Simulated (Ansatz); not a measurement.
N:
```
N
1.0
    5.77600     0.00000     0.00000
    0.00000     5.77600     0.00000
    0.00000     0.00000     5.77600
N
8
Cartesian
  0.31563   0.31563   0.31563
  5.46036   5.46036   5.46036
  2.57236   5.46036   3.20363
  3.20363   0.31563   2.57236
  3.20363   2.57236   5.46036
  2.57236   3.20363   0.31563
  5.46036   3.20363   2.57236
  0.31563   2.57236   3.20363
```

Relaxed with r²SCAN. Special points in fractions of this cell's reciprocal vectors: Γ (0.000, 0.000, 0.000); X (0.000, 0.500, 0.000); M (0.500, 0.500, 0.000); R (0.500, 0.500, 0.500); X1 (0.500, 0.000, 0.000).

### Question
List the band energies nearest the valence-band maximum at these points for plane-wave PAW r²SCAN (Ansatz code).

### Answer
In eV from the valence-band maximum; about four levels below and three above (degenerate sets whole), none deeper than 8.9 eV; points with the same levels are listed once.

```csv
k,below,above
Γ,-0.73 -0.02 -0.02 -0.02,8.27 8.27 8.27
X,-0.26 -0.26 0.00 0.00,8.51 8.51 8.85 8.85
M,-0.13 -0.13 -0.13 -0.13,8.84 8.84 8.84 8.84
R,-0.18 -0.18 -0.18 -0.18,8.84 8.84 8.84 8.84
```

Space group Pa-3 (α-N2). The r²SCAN relaxation kept the symmetry of its start. The substance is a gas or liquid at ambient conditions; this is its low-temperature solid. A crystal of weakly bound molecules computed without a dispersion correction: the cell and the soft elastic constants depend strongly on that.

Potentials: the earlier of the program's two PAW sets.
